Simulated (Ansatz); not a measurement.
Here is the system:

MgS:
```yaml
crystal:
  lattice:
    - [0.00000, 2.59704, 2.59704]
    - [2.59704, 0.00000, 2.59704]
    - [2.59704, 2.59704, 0.00000]
  atoms:
    - { symbol: Mg, position: [0.50000, 0.50000, 0.50000] }
    - { symbol: S, position: [0.00000, 0.00000, 0.00000] }
```

This is the HSE06-relaxed structure.

### Question
All from HSE06 in the plane-wave PAW code Ansatz, unless another level is named. Predict the smallest direct gap on the standard path.

### Answer
4.87 eV.

### Question
Predict the valence-band maximum.

### Answer
at Γ.

### Question
And the conduction-band minimum?

### Answer
at X (3 equivalent valleys).

Space group Fm-3m (rock salt). The cell was relaxed with HSE06 under the symmetry of its start. The hybrid was solved on a coarse mesh, the path and, where they were found, the r²SCAN edge points; its band edges are the extreme levels among these.

Potentials: the later of the program's two PAW sets.
